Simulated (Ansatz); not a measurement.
# HfGa2, a known structure type with other elements, at an estimated volume

```
Hf Ga
1.0
     3.83616    0.00000    0.00000
     1.91808   -7.54283    0.00000
     0.00000    0.00000   -3.80037
Hf Ga
2 4
Direct
  0.10600 0.78800 0.75000
  0.89400 0.21200 0.25000
  0.75000 0.50000 0.75000
  0.25000 0.50000 0.25000
  0.44100 0.11800 0.75000
  0.55900 0.88200 0.25000
```

Single point in Ansatz 0.2.0 with r2SCAN, no spin polarisation. Cutoff 500 eV, PAW datasets, 7×7×7 Γ-centred k mesh, methfessel-paxton filling (width 0.2816 eV).

What happens at the Fermi level?

It is a metal, with about 4.4 states/eV a cell as the mean within 0.25 eV of the Fermi level, mostly Hf d (57 %) and Ga p (38 %).

Give the Bader charges.

Bader charges in e: Hf +1.38, Ga -0.90 to -0.48. In the mean Hf gives up most and Ga takes most.

Where is the largest force?

The largest is on Hf2 (and as large on other atoms): 1.38 eV/Å, components (0.00, 1.38, 0.00). It makes 75° with the line to a nearest neighbour, Ga5 at 2.79 Å.

What is the formation energy?

-0.32 eV an atom against the elements' usual phases (free molecules for gases, crystals otherwise, with no correction for O₂ or N₂), so it is bound against them; other compounds may still compete. Relaxing would lower it.

What do density and ELF say about some of the short contacts?

Ga–Ga at 2.60 Å: least valence density 0.29 e/Å³ and ELF 0.43 there. Hf–Ga at 2.79 Å: least valence density 0.26 e/Å³ and ELF 0.31 there. These are pseudo-fields; inside the PAW spheres they differ from the all-electron ones.

Origin: a known structure type with other elements, at an estimated volume, so it need not be a known compound. Caveats: wide smearing.
